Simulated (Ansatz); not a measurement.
Data:

MnZn:
```xyz
4
Lattice="0.0000 3.0435 3.0435 3.0435 0.0000 3.0435 3.0435 3.0435 0.0000" Properties=species:S:1:pos:R:3 pbc="T T T"
Zn     1.5217     1.5217     1.5217
Mn     0.0000     0.0000     0.0000
Zn     4.5652     4.5652     4.5652
Mn     3.0435     3.0435     3.0435
```
The run is spin-polarised.

This is the r²SCAN-relaxed structure.

Q: All from r²SCAN (plane waves, PAW; program Ansatz), unless another level is named. Predict the magnetic order.

A: antiferromagnetic.

Q: And the Bader charges?

A: Zn -0.40, Mn +0.40 e.

Space group Pm-3m (CsCl type). The workflow started from an entry of the Crystallography Open Database (COD). Whether it is the stable phase at ambient conditions was not checked. The r²SCAN relaxation kept the symmetry of its start, as lowered by the spin order; whether a distortion lowers the energy is not shown. Magnetic state: antiferromagnetic, chosen from 3 collinear starts compared on coarse meshes (ties went to the first, and starts can fall back to one state), not a proven ground state. The program gave a warning on the electronic state, which may not be the lowest.

Potentials: the later of the program's two PAW sets.
